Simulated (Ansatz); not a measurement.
Geometry optimisation in Ansatz: input, command and trajectory.

```yaml
crystal:
  lattice:
    - [3.2415564325, 1.8715134788, 5.9001194936]
    - [-3.2415564325, 1.8715134788, 5.9001194936]
    - [0.0, -3.7430269578, 5.9001194936]
  atoms:
    - { symbol: Ge, position: [0.05625, 0.44375, 0.75] }
    - { symbol: Ge, position: [0.75, 0.05625, 0.44375] }
    - { symbol: Ge, position: [0.44375, 0.75, 0.05625] }
    - { symbol: Ge, position: [0.94375, 0.55625, 0.25] }
    - { symbol: Ge, position: [0.25, 0.94375, 0.55625] }
    - { symbol: Ge, position: [0.55625, 0.25, 0.94375] }
    - { symbol: Se, position: [0.85218, 0.85218, 0.85218] }
    - { symbol: Se, position: [0.64782, 0.64782, 0.64782] }
    - { symbol: Se, position: [0.14782, 0.14782, 0.14782] }
    - { symbol: Se, position: [0.35218, 0.35218, 0.35218] }
basis:
  ecutwfc: 420
kpoints:
  mp_grid: { grid: [3, 3, 3] }
hamiltonian:
  xc: pbe
scf:
  occupations: { method: gaussian, width: 0.1 }
  lower_state_search: "off"
output:
  forces: true
  stress: true
  eigenvalues: true
relax:
  adjacent_minimum: "off"
  f_tol: 0.04
  max_steps: 70
  cell: { stress_tol: 0.4 }
```

```bash
ansatz run input.yaml --threads 1 --pin off --max-ram 2560MiB --backend cpu --events-out ev --progress --plain --runs-dir out
```

These are results of Ansatz 0.2.0, DFT PBE, scalar-relativistic, plane waves, PAW, not measurements.

Of 12 frames 10 are shown, positions in Å and forces in eV/Å; the SCF threshold varies from step to step. Steps run on the plane waves of an earlier cell, with a Pulay correction in the pressure. The basis is chosen afresh for the last frame, the zero of the energies, and at times for earlier ones too; energy and pressure step there, also at an unchanged geometry. Here that happened at step 9 (-7 meV/atom, 0.5 GPa); the frames before carry an error of that size. The mark taken_back stands on steps that the optimiser undid.

```xyz
10
Lattice="3.2416 1.8715 5.9001 -3.2416 1.8715 5.9001 0.0000 -3.7430 5.9001" Properties=species:S:1:pos:R:3:forces:R:3 pbc="T T T" step=1 free_energy_over_end_meV_per_atom=262.22 pressure_GPa=11.90
Ge   -1.2561   -1.8715    7.3751   -0.4215    0.0000    0.0000
Ge    2.2488   -0.1521    7.3751    0.2107   -0.3650    0.0000
Ge   -0.9927    2.0236    7.3751    0.2107    0.3650    0.0000
Ge    1.2561    1.8715   10.3252    0.4215    0.0000    0.0000
Ge   -2.2488    0.1521   10.3252   -0.2107    0.3650    0.0000
Ge    0.9927   -2.0236   10.3252   -0.2107   -0.3650    0.0000
Se    0.0000    0.0000   15.0839    0.0000    0.0000   -0.6596
Se    0.0000    0.0000   11.4666    0.0000    0.0000    0.6596
Se    0.0000    0.0000    2.6165    0.0000    0.0000    0.6596
Se    0.0000    0.0000    6.2337    0.0000    0.0000   -0.6596
10
Lattice="3.3996 1.9627 6.1065 -3.3996 1.9627 6.1065 0.0000 -3.9255 6.1065" Properties=species:S:1:pos:R:3:forces:R:3 pbc="T T T" step=2 free_energy_over_end_meV_per_atom=110.04 pressure_GPa=3.78
Ge   -1.3281   -1.9627    7.6332   -0.3822    0.0000    0.0000
Ge    2.3638   -0.1688    7.6332    0.1911   -0.3310    0.0000
Ge   -1.0357    2.1316    7.6332    0.1911    0.3310    0.0000
Ge    1.3281    1.9627   10.6864    0.3822    0.0000    0.0000
Ge   -2.3638    0.1688   10.6864   -0.1911    0.3310    0.0000
Ge    1.0357   -2.1316   10.6864   -0.1911   -0.3310    0.0000
Se    0.0000    0.0000   15.5816    0.0000    0.0000   -0.4665
Se    0.0000    0.0000   11.8978    0.0000    0.0000    0.4665
Se    0.0000    0.0000    2.7380    0.0000    0.0000    0.4665
Se    0.0000    0.0000    6.4218    0.0000    0.0000   -0.4665
10
Lattice="3.4995 2.0204 6.1976 -3.4995 2.0204 6.1976 0.0000 -4.0408 6.1976" Properties=species:S:1:pos:R:3:forces:R:3 pbc="T T T" step=3 free_energy_over_end_meV_per_atom=66.36 pressure_GPa=0.30
Ge   -1.4505   -2.0204    7.7470   -0.4135    0.0000    0.0000
Ge    2.4750   -0.2460    7.7470    0.2068   -0.3581    0.0000
Ge   -1.0245    2.2664    7.7470    0.2068    0.3581    0.0000
Ge    1.4505    2.0204   10.8458    0.4135    0.0000    0.0000
Ge   -2.4750    0.2460   10.8458   -0.2068    0.3581    0.0000
Ge    1.0245   -2.2664   10.8458   -0.2068   -0.3581    0.0000
Se    0.0000    0.0000   15.8119    0.0000    0.0000   -0.2906
Se    0.0000    0.0000   12.0773    0.0000    0.0000    0.2906
Se    0.0000    0.0000    2.7809    0.0000    0.0000    0.2906
Se    0.0000    0.0000    6.5155    0.0000    0.0000   -0.2906
10
Lattice="3.6413 2.1023 6.2601 -3.6413 2.1023 6.2601 0.0000 -4.2046 6.2601" Properties=species:S:1:pos:R:3:forces:R:3 pbc="T T T" step=5 free_energy_over_end_meV_per_atom=34.20 pressure_GPa=-0.36 taken_back
Ge   -1.9483   -2.1023    7.8251    0.3571    0.0000    0.0000
Ge    2.7948   -0.6361    7.8251   -0.1785    0.3092    0.0000
Ge   -0.8465    2.7384    7.8251   -0.1785   -0.3092    0.0000
Ge    1.9483    2.1023   10.9551   -0.3571    0.0000    0.0000
Ge   -2.7948    0.6361   10.9551    0.1785   -0.3092    0.0000
Ge    0.8465   -2.7384   10.9551    0.1785    0.3092    0.0000
Se    0.0000    0.0000   16.1467    0.0000    0.0000   -0.3888
Se    0.0000    0.0000   12.0236    0.0000    0.0000    0.3888
Se    0.0000    0.0000    2.6335    0.0000    0.0000    0.3888
Se    0.0000    0.0000    6.7566    0.0000    0.0000   -0.3888
10
Lattice="3.6192 2.0895 6.1981 -3.6192 2.0895 6.1981 0.0000 -4.1791 6.1981" Properties=species:S:1:pos:R:3:forces:R:3 pbc="T T T" step=6 free_energy_over_end_meV_per_atom=12.19 pressure_GPa=-0.23
Ge   -1.8033   -2.0895    7.7477   -0.1026    0.0000    0.0000
Ge    2.7113   -0.5169    7.7477    0.0513   -0.0889    0.0000
Ge   -0.9079    2.6065    7.7477    0.0513    0.0889    0.0000
Ge    1.8033    2.0895   10.8467    0.1026    0.0000    0.0000
Ge   -2.7113    0.5169   10.8467   -0.0513    0.0889    0.0000
Ge    0.9079   -2.6065   10.8467   -0.0513   -0.0889    0.0000
Se    0.0000    0.0000   15.8752    0.0000    0.0000   -0.1332
Se    0.0000    0.0000   12.0163    0.0000    0.0000    0.1332
Se    0.0000    0.0000    2.7192    0.0000    0.0000    0.1332
Se    0.0000    0.0000    6.5780    0.0000    0.0000   -0.1332
10
Lattice="3.6686 2.1181 6.1486 -3.6686 2.1181 6.1486 0.0000 -4.2362 6.1486" Properties=species:S:1:pos:R:3:forces:R:3 pbc="T T T" step=7 free_energy_over_end_meV_per_atom=11.33 pressure_GPa=-0.36
Ge   -1.8653   -2.1181    7.6858   -0.0166    0.0000    0.0000
Ge    2.7670   -0.5564    7.6858    0.0083   -0.0144    0.0000
Ge   -0.9017    2.6745    7.6858    0.0083    0.0144    0.0000
Ge    1.8653    2.1181   10.7601    0.0166    0.0000    0.0000
Ge   -2.7670    0.5564   10.7601   -0.0083    0.0144    0.0000
Ge    0.9017   -2.6745   10.7601   -0.0083   -0.0144    0.0000
Se    0.0000    0.0000   15.7388    0.0000    0.0000   -0.0038
Se    0.0000    0.0000   11.9301    0.0000    0.0000    0.0038
Se    0.0000    0.0000    2.7071    0.0000    0.0000    0.0038
Se    0.0000    0.0000    6.5159    0.0000    0.0000   -0.0038
10
Lattice="3.6420 2.1027 6.1060 -3.6420 2.1027 6.1060 0.0000 -4.2054 6.1060" Properties=species:S:1:pos:R:3:forces:R:3 pbc="T T T" step=8 free_energy_over_end_meV_per_atom=11.06 pressure_GPa=0.31
Ge   -1.8417   -2.1027    7.6324    0.0248    0.0000    0.0000
Ge    2.7419   -0.5436    7.6324   -0.0124    0.0215    0.0000
Ge   -0.9002    2.6463    7.6324   -0.0124   -0.0215    0.0000
Ge    1.8417    2.1027   10.6854   -0.0248    0.0000    0.0000
Ge   -2.7419    0.5436   10.6854    0.0124   -0.0215    0.0000
Ge    0.9002   -2.6463   10.6854    0.0124    0.0215    0.0000
Se    0.0000    0.0000   15.6420    0.0000    0.0000    0.0298
Se    0.0000    0.0000   11.8347    0.0000    0.0000   -0.0298
Se    0.0000    0.0000    2.6758    0.0000    0.0000   -0.0298
Se    0.0000    0.0000    6.4831    0.0000    0.0000    0.0298
10
Lattice="3.6993 2.1358 6.0629 -3.6993 2.1358 6.0629 0.0000 -4.2716 6.0629" Properties=species:S:1:pos:R:3:forces:R:3 pbc="T T T" step=10 free_energy_over_end_meV_per_atom=1.05 pressure_GPa=0.23
Ge   -1.8972   -2.1358    7.5787   -0.0058    0.0000    0.0000
Ge    2.7983   -0.5752    7.5787    0.0029   -0.0050    0.0000
Ge   -0.9010    2.7110    7.5787    0.0029    0.0050    0.0000
Ge    1.8972    2.1358   10.6101    0.0058    0.0000    0.0000
Ge   -2.7983    0.5752   10.6101   -0.0029    0.0050    0.0000
Ge    0.9010   -2.7110   10.6101   -0.0029   -0.0050    0.0000
Se    0.0000    0.0000   15.5431    0.0000    0.0000   -0.0096
Se    0.0000    0.0000   11.7400    0.0000    0.0000    0.0096
Se    0.0000    0.0000    2.6457    0.0000    0.0000    0.0096
Se    0.0000    0.0000    6.4487    0.0000    0.0000   -0.0096
10
Lattice="3.7553 2.1681 5.9730 -3.7553 2.1681 5.9730 0.0000 -4.3363 5.9730" Properties=species:S:1:pos:R:3:forces:R:3 pbc="T T T" step=11 free_energy_over_end_meV_per_atom=0.13 pressure_GPa=0.09
Ge   -1.9581   -2.1681    7.4662    0.0242    0.0000    0.0000
Ge    2.8567   -0.6117    7.4662   -0.0121    0.0210    0.0000
Ge   -0.8986    2.7798    7.4662   -0.0121   -0.0210    0.0000
Ge    1.9581    2.1681   10.4527   -0.0242    0.0000    0.0000
Ge   -2.8567    0.6117   10.4527    0.0121   -0.0210    0.0000
Ge    0.8986   -2.7798   10.4527    0.0121    0.0210    0.0000
Se    0.0000    0.0000   15.3299    0.0000    0.0000    0.0220
Se    0.0000    0.0000   11.5485    0.0000    0.0000   -0.0220
Se    0.0000    0.0000    2.5890    0.0000    0.0000   -0.0220
Se    0.0000    0.0000    6.3704    0.0000    0.0000    0.0220
10
Lattice="3.7553 2.1681 5.9730 -3.7553 2.1681 5.9730 0.0000 -4.3363 5.9730" Properties=species:S:1:pos:R:3:forces:R:3 pbc="T T T" step=12 free_energy_over_end_meV_per_atom=0.00 pressure_GPa=0.09
Ge   -1.9581   -2.1681    7.4662    0.0239    0.0000    0.0000
Ge    2.8567   -0.6117    7.4662   -0.0120    0.0207    0.0000
Ge   -0.8986    2.7798    7.4662   -0.0120   -0.0207    0.0000
Ge    1.9581    2.1681   10.4527   -0.0239    0.0000    0.0000
Ge   -2.8567    0.6117   10.4527    0.0120   -0.0207    0.0000
Ge    0.8986   -2.7798   10.4527    0.0120    0.0207    0.0000
Se    0.0000    0.0000   15.3299    0.0000    0.0000    0.0218
Se    0.0000    0.0000   11.5485    0.0000    0.0000   -0.0218
Se    0.0000    0.0000    2.5890    0.0000    0.0000   -0.0218
Se    0.0000    0.0000    6.3704    0.0000    0.0000    0.0218
```

The start puts this composition into another compound's structure type, which needn't suit it. The cell swells from 21.5 to 29.2 Å³ an atom, so the end can be far from any stable crystal. At the end the space group is R-3c (tolerance 0.05 Å).

Time: 100 s on 1 thread of Intel(R) Xeon(R) Platinum 8488C (Sapphire Rapids) (shared host), peak memory 0.64 GiB.

The k mesh is coarse.